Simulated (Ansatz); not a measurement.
YN:
```
YN
1.0
    0.00000     2.63377     2.63377
    2.63377     0.00000     2.63377
    2.63377     2.63377     0.00000
N Y
1 1
Direct
  0.25000   0.25000   0.25000
  0.00000   0.00000   0.00000
```

r²SCAN (plane waves, PAW; program Ansatz) gives a gap of 2.51 eV without spin–orbit coupling, maximum at W, minimum at Γ.

**Question.** What happens when spin–orbit coupling is switched on?

**Answer.** The gap decreases by 0.04 eV, to 2.47 eV; maximum at W, minimum at Γ.

**Question.** Give the electron effective mass with spin–orbit coupling.

**Answer.** 0.33 mₑ (isotropic).

**Question.** Give the hole effective mass with spin–orbit coupling.

**Answer.** 1.0, 1.0, 11 mₑ (principal values).

Space group F-43m (zinc blende). The start of the workflow was typed in or built on a structure type; the Crystallography Open Database copy checked does not list it. COD files the formula under space group No. 225, so this cell is another polymorph or a model. Whether it is the stable phase at ambient conditions was not checked. The cell was relaxed with r²SCAN under the symmetry of its start; its stability against distortions is not shown here. No spin polarisation was allowed.

Potentials: the later of the program's two PAW sets.
